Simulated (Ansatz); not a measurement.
Ga2O3 in space group C2/m (No. 12; Pearson symbol mS20), LDA (plane waves, PAW; program Ansatz), all energies at zero smearing, with the estimated change up to a 700 eV cutoff added, with one set of potentials and settings (totals compare only within such a set). Cell of 10 atoms (4 Ga, 6 O): -18163.969 eV.

```
element                            reference phase  E (eV/atom)
-------  -----------------------------------------  -----------
Ga                       Cmce, 4 atoms in the cell   -3706.9815
O        C2/m, 4 atoms in the cell, spin-polarised    -552.6518
```

Formation energy per atom, worked out: (-18163.969 − 4×(-3706.9815) − 6×(-552.6518))/10 = -2.013 eV/atom (-194 kJ per mol of atoms), at 0 K, without zero-point energy or fitted corrections.

The cell was relaxed with LDA under the symmetry of its start; of distortions, only those at the zone centre were tested. The references are the lowest solids computed at this level, not always the standard phases (solids in place of the gases).

Potentials: the later of the program's two PAW sets.
